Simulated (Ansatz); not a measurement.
Pd2PtS6: relaxed-ion elastic tensor

These are results of Ansatz, DFT PBE, scalar-relativistic, plane waves, PAW, not measurements. Settings: 420 eV plane-wave cutoff, Γ-centred 6×6×6 mesh, fixed occupations. No spin polarisation.

Equilibrium structure at this level:
```
Pd Pt S
1.0
     6.16997    0.00000    0.00000
    -3.08498    5.34335    0.00000
     0.00000    0.00000    6.43156
Pd Pt S
2 1 6
Direct
  0.66667 0.33333 0.00000
  0.33333 0.66667 0.00000
  0.00000 0.00000 0.00000
  0.66695 0.66695 0.19218
  0.33305 0.00000 0.19218
  0.00000 0.33305 0.19218
  0.00000 0.66695 0.80782
  0.66695 0.00000 0.80782
  0.33305 0.33305 0.80782
```

The cell was found from a structure generator's guess, not taken from experiment. Spin–orbit coupling is left out, which matters for heavy elements. No dispersion correction is applied, so modes and constants that involve weak contacts between layers, chains or molecules come out too soft.

(1) Give the relaxed-ion elastic constants (GPa, Voigt order xx yy zz yz xz xy, on the Cartesian axes of the cell above).

(2) Is the crystal stable against homogeneous strain?

(3) And the moduli of a polycrystal (Hill averages)?

## Answers

(1)
C11 = 114.4, C12 = 32.1, C13 = 1.5, C15 = 0.2, C22 = 114.4, C23 = 1.5, C25 = -0.2, C33 = 1.5, C44 = 0.3, C46 = -0.2, C55 = 0.3, C66 = 41.2 GPa; the others vanish.

(2) Yes: the least eigenvalue of the tensor is 0.3 GPa.

(3) B = 17 GPa, G = 11 GPa, E = 27 GPa, ν = 0.24.
